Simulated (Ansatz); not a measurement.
# AlCl3: computed property card

AlCl$_{3}$:
```
AlCl3
1.0
    2.92250     5.05823     0.00000
   -2.92250     5.05823     0.00000
   -1.89000     0.00000     5.68176
Al Cl
2 6
Cartesian
  0.00000   1.68500   0.00000
  0.00000   8.43145   0.00000
  0.19256   5.05823   4.35631
 -2.08256   5.05823   1.32546
  1.03642   6.85211   1.31443
 -2.92642   3.26434   4.36734
 -2.92642   6.85211   4.36734
  1.03642   3.26434   1.31443
```

Space group C2/m (No. 12); conventional cell a = 5.845 Å, b = 10.116 Å, c = 5.988 Å, α = 90.00°, β = 108.40°, γ = 90.00°.

Method: plane-wave PAW LDA (Ansatz code). Geometry: relaxed at this level of theory. Other levels are named where they apply.

Cell and energy:

| Item | Result |
|---|---|
| Volume per atom | 21.00 Å³ |
| Density | 2.64 g/cm³ |
| Formation energy from the elements (no fitted shifts) | -1.56 eV/atom |

Electronic structure:

| Property | Value |
|---|---|
| Band gap | 4.91 eV (indirect) |
| Valence-band maximum | at Y (k = 0.500, 0.500, 0.000 in fractions of the reciprocal vectors) |
| Conduction-band minimum | at L2 (k = 0.000, 0.500, 0.500 in fractions of the reciprocal vectors) (2 equivalent valleys) |
| Smallest direct gap on the standard path | 5.00 eV |
| Electron effective mass | 0.66, 0.84, 1.3 mₑ (principal values) |
| Hole effective mass | 0.87, 1.4, 2.7 mₑ (principal values) |

Mechanics:

| Quantity | Value |
|---|---|
| Bulk modulus (Birch–Murnaghan fit) | 18.4 GPa |
| Pressure derivative B′ | 11.9 |
| Elastic constants (relaxed ions, GPa) | C11 = 76.9, C22 = 78.1, C33 = 26.3, C12 = 23.2, C13 = 5.2, C23 = 4.8, C44 = 5.1, C55 = 5.2, C66 = 27.0, C15 = 0.8, C25 = -1.3, C35 = -0.4, C46 = -1.3 |
| Mechanical stability | stable (all eigenvalues of C positive) |
| Hill bulk and shear moduli | 23.5 and 13.4 GPa |
| Young's modulus | 33.7 GPa |
| Poisson's ratio | 0.26 |
| Debye temperature from the elastic constants | 270 K |

Dielectric response:

| Property | Value |
|---|---|
| Electronic dielectric constant ε∞ (DFPT) | 3.44 (xx), 3.44 (yy), 3.07 (zz) |
| Static dielectric constant ε0 (ions relaxed, cell fixed) | 6.65 (xx), 6.65 (yy), 3.72 (zz) |
| Born charges (a third of the trace) | Al +2.85, Cl -0.95 e |

Phonons:

| Property | Result |
|---|---|
| Highest zone-centre frequency (without LO–TO term) | 453 cm⁻¹ |
| Zone-centre stability | no imaginary mode at Γ |
| Dynamical stability on the path | stable (no imaginary branch) |
| Zero-point energy | 42.9 meV/atom |
| Vibrational entropy at 300 K | 27.5 J/(K·mol of atoms) |

The first step of the workflow began from a Materials Project structure, measured or hypothetical; the Crystallography Open Database files this formula in space group No. 12, but the cells were not matched. Whether it is the stable phase at ambient conditions was not checked. Symmetry was held in the LDA relaxation. A crystal of weakly bound layers computed without a dispersion correction: the cell and the soft elastic constants depend strongly on that. The references are the lowest solids computed at this level, not always the standard phases (solids in place of the gases).

Potentials: the later of the program's two PAW sets.
